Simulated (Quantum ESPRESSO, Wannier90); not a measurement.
**BeTe (zinc blende), plane waves to Wannier functions**

```xyz
2
Lattice="0.0000 2.8315 2.8315 2.8315 0.0000 2.8315 2.8315 2.8315 0.0000" Properties=species:S:1:pos:R:3 pbc="T T T"
Be     0.0000     0.0000     0.0000
Te     1.4157     1.4157     1.4157
```

Cell from Materials Project (mp-252), symmetrised, no further relaxation. COD (Crystallography Open Database) has an entry of this formula and space group (matched by these alone). Computed values, not measurements, from PBEsol: Quantum ESPRESSO (norm-conserving PseudoDojo potentials, cutoff 71 Ry, no spin polarisation, no spin-orbit coupling) on a Γ-centred 8×8×8 mesh, then Wannier90. Density: 10×10×10 mesh, cold smearing 0.01 Ry. Spin-orbit coupling is left out although heavy elements are present.

Band 7 is isolated and gives one Wannier function a cell (Te2 5s 85 %, Be1 2s 12 %; spread 1.70 Å²). Its on-site energy is ε = -10.963 eV relative to the valence-band maximum, and its hoppings t(R) = t(−R) to the nearer images are (images within this range that aren't listed have |t| under 5 meV):

| R (lattice vectors; −R alike) | distance (Å) | t (eV) |
|---|---|---|
| 0 0 1 | 4.00 | -0.122 |
| 0 1 -1 | 4.00 | -0.122 |
| 0 1 0 | 4.00 | -0.122 |
| 1 -1 0 | 4.00 | -0.122 |
| 1 0 -1 | 4.00 | -0.122 |
| 1 0 0 | 4.00 | -0.122 |
| 0 1 -2 | 6.94 | 0.007 |
| 0 1 1 | 6.94 | 0.007 |
| 0 2 -1 | 6.94 | 0.007 |
| 1 -2 0 | 6.94 | 0.007 |
| 1 -2 1 | 6.94 | 0.007 |
| 1 0 -2 | 6.94 | 0.007 |
| 1 0 1 | 6.94 | 0.007 |
| 1 1 -2 | 6.94 | 0.007 |
| 1 1 0 | 6.94 | 0.007 |
| 2 -1 -1 | 6.94 | 0.007 |
| 2 -1 0 | 6.94 | 0.007 |
| 2 0 -1 | 6.94 | 0.007 |

**Question.** Work out the band energy at Γ, X, U, K from these numbers.

**Answer.** For one orbital E(k) = ε + Σ_R 2 t(R) cos(2π k·R), the sum over the listed R.
- Γ, k = (0.000, 0.000, 0.000): E = -10.963 + (-0.122)·(12.00) + (0.007)·(24.00) = -12.26 eV; pw.x: -12.23 eV
- X, k = (-0.500, -0.500, 0.000): E = -10.963 + (-0.122)·(-4.00) + (0.007)·(-8.00) = -10.53 eV; pw.x: -10.46 eV
- U, k = (-0.375, -0.375, 0.250): E = -10.963 + (-0.122)·(-3.66) + (0.007)·(4.00) = -10.49 eV; pw.x: -10.48 eV
- K, k = (-0.375, 0.000, 0.375): E = -10.963 + (-0.122)·(-3.66) + (0.007)·(4.00) = -10.49 eV; pw.x: -10.48 eV

At these points the listed shells miss the plane-wave band by up to 0.08 eV, of a width of 1.80 eV on the path. With all its hoppings the model misses the band by 0.1 meV at worst on the whole path, so most of the miss comes from the hoppings not listed.
